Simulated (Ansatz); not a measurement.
SrO:
Space group P6₃/mmc (No. 194); a = b = 4.2356 Å, c = 5.1093 Å, α = β = 90.00°, γ = 120.00°

```
atom  site  symmetry       x       y       z
----  ----  --------  ------  ------  ------
Sr      2d      -6m2  0.6667  0.3333  0.2500
O       2c      -6m2  0.3333  0.6667  0.2500
```

Relaxed with PBEsol. 

Question: HSE06 on this cell (Ansatz, a first-principles code, PAW) gives a gap of 4.09 eV. What does PBEsol give?

Answer: 2.61 eV.

Cost on shared cores: the PBEsol run (SCF on a 8×8×6 mesh, then bands and DOS) very roughly 13 core-seconds, the HSE06 run (SCF on 6×6×4, then a few points) around 70 core-seconds (rough); the tasks are unlike.

Space group P6_3/mmc. The workflow started from a Materials Project entry (that database holds measured and hypothetical structures alike); the Crystallography Open Database copy checked does not list it. It is not the phase usual at ambient conditions (space group No. 225). The PBEsol relaxation kept the symmetry of its start; its stability against distortions is not shown here. Spin–orbit coupling is left out wherever it is not named.

Potentials: the later of the program's two PAW sets.

Ansatz is a plane-wave DFT program.
